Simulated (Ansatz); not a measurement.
Relaxation of a relaxed Be cell displaced along its unstable phonon at q = (½, 0, 0) of its primitive reciprocal cell (393i cm⁻¹), largest move 0.15 Å; 2 atoms in the cell, which starts as Pmma (No. 51), oP2; a = 4.3441 Å, b = 2.1720 Å, c = 2.1720 Å, α = 90.00°, β = 90.00°, γ = 90.00°. Calculation: r2SCAN (plane waves to 500 eV, PAW, scalar-relativistic; Ansatz, a quantum-chemistry and plane-wave program). Γ-centred k-mesh 8×15×15 on the run's cell (coarser than for final values), Fermi–Dirac smearing 0.05 eV. This is the first round of the run. 

The optimiser's lines from the output (shortened; P is positive under compression):

```
relax step   1: F+E_penalty+E_count = -184.66504550 eV  Δ(F+E_penalty+E_count) = +0.000e0 eV  max|allowed force component| = 6.452e-1 eV/Å  Δτ_max = 0.0000 Å  P = -1.604 GPa  Ω = 20.494 Å³  (6 SCF iters, dr2 threshold 1.00e-7 eV, accepted)
relax step   2: F+E_penalty+E_count = -185.00716544 eV  Δ(F+E_penalty+E_count) = -3.421e-1 eV  max|allowed force component| = 8.194e-1 eV/Å  Δτ_max = 0.1952 Å  P = -3.809 GPa  Ω = 20.004 Å³  (5 SCF iters, dr2 threshold 2.00e-7 eV, accepted)
relax step   3: F+E_penalty+E_count = -185.28068115 eV  Δ(F+E_penalty+E_count) = -2.735e-1 eV  max|allowed force component| = 2.605e-2 eV/Å  Δτ_max = 0.1933 Å  P = -2.885 GPa  Ω = 19.315 Å³  (5 SCF iters, dr2 threshold 2.00e-7 eV, accepted)
relax step   4: F+E_penalty+E_count = -185.43924666 eV  Δ(F+E_penalty+E_count) = -1.586e-1 eV  max|allowed force component| = 2.372e-1 eV/Å  Δτ_max = 0.0373 Å  P = -0.955 GPa  Ω = 18.772 Å³  (5 SCF iters, dr2 threshold 2.00e-7 eV, accepted)
relax step   5: F+E_penalty+E_count = -185.54984164 eV  Δ(F+E_penalty+E_count) = -1.106e-1 eV  max|allowed force component| = 1.539e-1 eV/Å  Δτ_max = 0.0163 Å  P = +3.213 GPa  Ω = 18.393 Å³  (5 SCF iters, dr2 threshold 2.00e-7 eV, accepted)
relax step   6: F+E_penalty+E_count = -185.56322578 eV  Δ(F+E_penalty+E_count) = -1.338e-2 eV  max|allowed force component| = 1.414e-3 eV/Å  Δτ_max = 0.0163 Å  P = +2.663 GPa  Ω = 18.639 Å³  (4 SCF iters, dr2 threshold 2.00e-7 eV, accepted)
relax step   7: F+E_penalty+E_count = -185.57474697 eV  Δ(F+E_penalty+E_count) = -1.152e-2 eV  max|allowed force component| = 5.513e-5 eV/Å  Δτ_max = 0.0001 Å  P = +1.571 GPa  Ω = 19.228 Å³  (5 SCF iters, dr2 threshold 2.00e-7 eV, accepted)
relax step   8: F+E_penalty+E_count = -185.57669027 eV  Δ(F+E_penalty+E_count) = -1.943e-3 eV  max|allowed force component| = 4.876e-4 eV/Å  Δτ_max = 0.0000 Å  P = -0.250 GPa  Ω = 19.688 Å³  (3 SCF iters, dr2 threshold 2.00e-7 eV, accepted)
relax step   9: F+E_penalty+E_count = -185.57661853 eV  Δ(F+E_penalty+E_count) = +7.174e-5 eV  max|allowed force component| = 3.379e-4 eV/Å  Δτ_max = 0.0001 Å  P = +0.100 GPa  Ω = 19.713 Å³  (3 SCF iters, dr2 threshold 2.00e-7 eV, rejected (line search))
relax step  10: F+E_penalty+E_count = -185.57677931 eV  Δ(F+E_penalty+E_count) = -8.904e-5 eV  max|allowed force component| = 3.182e-5 eV/Å  Δτ_max = 0.0001 Å  P = +0.002 GPa  Ω = 19.667 Å³  (6 SCF iters, accepted)
relax step  11: F+E_penalty+E_count = -185.57676693 eV  Δ(F+E_penalty+E_count) = +1.238e-5 eV  max|allowed force component| = 3.182e-5 eV/Å  Δτ_max = 0.0000 Å  P = +0.010 GPa  Ω = 19.667 Å³  stress off target by 2.28e-2 GPa  SCF on the basis re-selected at this cell (its energy is not comparable with the rows above)  (5 SCF iters)
relax step  12: F+E_penalty+E_count = -185.57676722 eV  Δ(F+E_penalty+E_count) = -2.811e-7 eV  max|allowed force component| = 5.637e-7 eV/Å  Δτ_max = 0.0000 Å  P = +0.000 GPa  Ω = 19.671 Å³  (3 SCF iters, dr2 threshold 1.30e-9 eV, accepted)
relax step  13: F+E_penalty+E_count = -185.57676727 eV  Δ(F+E_penalty+E_count) = -5.660e-8 eV  max|allowed force component| = 5.531e-7 eV/Å  Δτ_max = 0.0000 Å  P = +0.000 GPa  Ω = 19.671 Å³  stress off target by 1.35e-3 GPa  SCF on the basis re-selected at this cell (its energy is not comparable with the rows above)  (3 SCF iters)
```

From the first to the last row the energy changes by -0.46 eV/atom and the volume by -4.0 %. The last row is marked as not comparable with the walk above it, whose basis was carried along; it does compare with step 1, since both stand on a basis selected at the nominal cutoff for their own cell.

Step 9 was rejected by the optimiser.

Later rounds, restarted from the end of this one on a renewed k-mesh, logged 9 more steps and released under 0.01 eV/atom more. The final structure after all rounds: P6/mmm (No. 191), hP1, AFLOW prototype A_hP1_191_a (A_f, as in Sn); a = b = 2.1462 Å, c = 2.4464 Å, α = β = 90.00°, γ = 120.00°. Between re-selections the logged energies stand on a plane-wave basis carried along with the cell. No spin polarisation in the result.

The run could not lose the symmetry of its start, so the end can be a saddle point.

The relaxed structure here is a generated cell of Be: the first start was made by placing the elements on the sites of a structure type, and the end was not matched to a known phase here, so it may be hypothetical. Known forms of Be include space group No. 194.
